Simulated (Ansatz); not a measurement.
CdO in space group P4_2/mmc (No. 131; Cd on 2c, O on 2e) under volume change, PBE (plane waves, PAW; program Ansatz), shape and atoms relaxed at each volume.

| V (Å³/atom) | E − E(relaxed) (meV/atom) | P (GPa) |
|---|---|---|
| 15.152 | 41.5 | 9.58 |
| 15.652 | 17.5 | 5.90 |
| 16.151 | 4.2 | 2.75 |
| 16.651 | 0.0 | 0.01 |
| 17.150 | 3.7 | -2.33 |
| 17.650 | 14.1 | -4.32 |
| 18.149 | 30.3 | -6.02 |

Q: What does a third-order Birch–Murnaghan fit give for V₀, B₀ and B′?

A: V₀ = 16.65 Å³/atom, B₀ = 83.6 GPa, B′ = 4.1.

The cell is a constructed one: a structure type filled with these elements; neither database checked (COD, Materials Project) lists it. It is not the phase usual at ambient conditions (space group No. 225). The PBE relaxation kept the symmetry of its start; whether a distortion lowers the energy is not shown.

Potentials: the later of the program's two PAW sets.
